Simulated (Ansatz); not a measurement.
Bi:
```yaml
crystal:
  lattice:
    - [6.37959, 0.00000, 0.00000]
    - [0.00000, 3.22217, 0.00000]
    - [0.00000, 0.00000, 3.23130]
  atoms:
    - { symbol: Bi, position: [0.75000, 0.00000, 0.57749] }
    - { symbol: Bi, position: [0.25000, 0.00000, 0.42251] }
```

Relaxed with PBEsol. Special points in fractions of this cell's reciprocal vectors: Γ (0.000, 0.000, 0.000); X (0.500, 0.000, 0.000); S (0.500, 0.500, 0.000); Y (0.000, 0.500, 0.000); Z (0.000, 0.000, 0.500); U (0.500, 0.000, 0.500); R (0.500, 0.500, 0.500); T (0.000, 0.500, 0.500).

List the band energies nearest the Fermi level at these points for DFT-PBEsol with spin–orbit coupling in the program Ansatz with PAW potentials.

In eV from the Fermi level; about four levels below and three above (degenerate sets whole), none deeper than 8.9 eV; points with the same levels are listed once.

```json
[
 {"k": "Γ", "below": "-5.40 -5.40", "above": "1.17 1.17 3.40 3.40"},
 {"k": "X", "below": "-2.18 -2.18 -2.18 -2.18", "above": "2.83 2.83 2.83 2.83"},
 {"k": "S", "below": "-0.02 -0.02 -0.02 -0.02", "above": "5.16 5.16 5.16 5.16"},
 {"k": "Y", "below": "-4.14 -4.14 -2.73 -2.73", "above": "2.54 2.54 3.84 3.84"},
 {"k": "Z", "below": "-4.11 -4.11 -2.71 -2.71", "above": "1.62 1.62 4.34 4.34"},
 {"k": "U", "below": "-4.78 -4.78 -4.78 -4.78", "above": "0.09 0.09 0.09 0.09"},
 {"k": "R", "below": "-2.01 -2.01 -2.01 -2.01", "above": "2.29 2.29 2.29 2.29"},
 {"k": "T", "below": "-0.89 -0.89 -0.72 -0.72", "above": "2.66 2.66 4.18 4.18"}
]
```

Space group Pmma. The workflow started from a Materials Project entry (that database holds measured and hypothetical structures alike); the Crystallography Open Database copy checked does not list it. It is not the phase usual at ambient conditions (space group No. 166). The PBEsol relaxation kept the symmetry of its start; of distortions, only those at the zone centre were tested.

Potentials: the later of the program's two PAW sets.
